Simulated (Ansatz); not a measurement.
TaTlP2O8:
Space group P-3m1 (No. 164); a = 5.1989 Å, b = 5.1989 Å, c = 8.0455 Å, α = 90.00°, β = 90.00°, γ = 120.00°

```csv
atom,site,symmetry,x,y,z
Ta,1a,-3m.,0.0000,0.0000,0.0000
Tl,1b,-3m.,0.0000,0.0000,0.5000
P,2d,3m.,0.3333,0.6667,0.2192
O,6i,.m.,0.1750,0.3500,0.1430
O,2d,3m.,0.3333,0.6667,0.4027
```

Relaxed with r²SCAN+D4.

Question: Tabulate the valence density and the electron localisation function along the shortest Ta–O contact (1.95 Å), DFT-r²SCAN+D4 in the program Ansatz with PAW potentials.

Answer: 

```
distance from Ta (Å)  density (e/Å³)   ELF
--------------------  --------------  ----
0.20                            3.81  0.12
0.29                            4.38  0.34
0.39                            4.58  0.57
0.49                            4.29  0.70
0.59                            3.57  0.74
0.68                            2.67  0.67
0.78                            1.83  0.48
0.88                            1.22  0.27
0.98                            0.91  0.19
1.07                            0.90  0.28
1.17                            1.12  0.53
1.27                            1.55  0.74
1.37                            2.28  0.80
1.46                            3.36  0.79
1.56                            4.63  0.73
1.66                            5.88  0.61
1.76                            6.90  0.43
```

The density is the valence pseudo-density with augmentation charge, so density and ELF within about 1 Å of a nucleus are not all-electron values.

The first step of the workflow began from a Materials Project structure, measured or hypothetical; the Crystallography Open Database copy checked does not list it. Its standing as an ambient phase is unchecked. Symmetry was held in the r²SCAN+D4 relaxation; whether a distortion lowers the energy is not shown. The run is not spin-polarised. Spin–orbit coupling is left out wherever it is not named.

Potentials: the later of the program's two PAW sets.
